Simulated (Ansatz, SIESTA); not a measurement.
Given: the input of a run of SIESTA 5.4.2 on In3SbTe2. Atoms were shifted at random by some hundredths of an Å from the given cell, which wasn't relaxed again for these runs. The cell comes from a database or a generator and needn't be the stable form of this composition.

Contents of In3SbTe2.fdf:

```
SystemName                      In3SbTe2
SystemLabel                     In3SbTe2
NumberOfSpecies                 3
NumberOfAtoms                   6
%block ChemicalSpeciesLabel
  1  52 Te
  2  51 Sb
  3  49 In
%endblock ChemicalSpeciesLabel

LatticeConstant                 1.0 Ang
%block LatticeVectors
    -2.2368750000     3.1260210000     6.5127920000
     2.2368750000    -3.1260210000     6.5127920000
     2.2368750000     3.1260210000    -6.5127920000
%endblock LatticeVectors
AtomicCoordinatesFormat         Fractional
%block AtomicCoordinatesAndAtomicSpecies
     0.8285470000     0.3324450000     0.4999010000  1  Te
     0.1708680000     0.6541220000     0.4880450000  1  Te
     0.4941090000    -0.0065050000     0.4908110000  2  Sb
     0.3441200000     0.3345050000     0.0038630000  3  In
     0.6620920000     0.6745490000     0.0150860000  3  In
     0.0032530000     0.0011060000     0.0013960000  3  In
%endblock AtomicCoordinatesAndAtomicSpecies

%block kgrid.MonkhorstPack
    7   0   0  0.0
    0   7   0  0.0
    0   0   7  0.0
%endblock kgrid.MonkhorstPack
XC.Functional                   GGA
XC.Authors                      PBE
PAO.BasisSize                   DZP
PAO.EnergyShift                 0.003 Ry
Mesh.Cutoff                     500 Ry
OccupationFunction              FD
ElectronicTemperature           0.05 eV
MaxSCFIterations                120
SCF.MustConverge                false
SCF.Mixer.Method                Pulay
SCF.Mixer.Weight                0.25
SCF.Mixer.History               8
SCF.DM.Tolerance                5.0e-05
SCF.H.Tolerance                 1.0e-03 eV
WriteForces                     true
Charge.Mulliken                 end
%block PAO.Basis
  Te 4
  n=5 0 2
    5.635 0.000
  n=5 1 2
    7.297 0.000
  n=4 2 2
    3.260 0.000
  n=5 2 1
    7.297
  Sb 4
  n=5 0 2
    5.984 0.000
  n=5 1 2
    7.890 0.000
  n=4 2 2
    3.483 0.000
  n=5 2 1
    7.890
  In 4
  n=5 0 2
    6.996 0.000
  n=5 1 2
    9.500 0.000
  n=4 2 2
    4.106 0.000
  n=5 2 1
    9.500
%endblock PAO.Basis
```

Potentials or basis: PseudoDojo 0.4 standard (PBE files), converted to PSML, two zetas on semicore shells, DZP (energy shift 0.003 Ry; two zetas on semicore shells).

Launch:

```bash
$ siesta < In3SbTe2.fdf > In3SbTe2.out 2>&1
```

Q: Set up the same calculation for Ansatz 0.2.0. Potentials or basis there: Ansatz PAW, cutoff 420 eV.

A: As run (cutoffs and basis follow the program's own potentials, and thresholds, step limits or extra output files can differ):

File input.yaml:

```yaml
crystal:
  lattice:
    - [-2.236875, 3.126021, 6.512792]
    - [2.236875, -3.126021, 6.512792]
    - [2.236875, 3.126021, -6.512792]
  atoms:
    - { symbol: Te, position: [0.828547, 0.332445, 0.499901] }
    - { symbol: Te, position: [0.170868, 0.654122, 0.488045] }
    - { symbol: Sb, position: [0.494109, -0.006505, 0.490811] }
    - { symbol: In, position: [0.34412, 0.334505, 0.003863] }
    - { symbol: In, position: [0.662092, 0.674549, 0.015086] }
    - { symbol: In, position: [0.003253, 0.001106, 0.001396] }
hamiltonian:
  xc: pbe
  pseudopotentials: { kind: paw }
kpoints:
  mp_grid: { grid: [7, 7, 7] }
scf:
  occupations: { method: fermi_dirac, width: 0.05 }
output:
  forces: true
  stress: true
  eigenvalues: true
  write_density: true
  write_potential: true
  elf: true
  volumetric_format: npy
```

Potentials or basis: Ansatz PAW.

Command:

```bash
$ ansatz run input.yaml --threads 2 --pin off --max-ram 5120MiB --backend cpu --events-out ev --progress --plain --runs-dir out
```

Both were run:

|  | SIESTA | Ansatz |
| --- | --- | --- |
| Pressure | 0.4 GPa | -0.2 GPa |
| Largest force | 0.199 eV/Å | 0.188 eV/Å |
| Energy over the undisturbed cell | 3.6 meV/atom | 3.4 meV/atom |

Ansatz's pressure holds a Pulay term of +0.03 GPa for its cutoff of 420 eV, which the other run lacks.

Where Ansatz's input types no cutoff or centring, it takes its own default and a Γ-centred mesh.

Pressure is positive in compression.
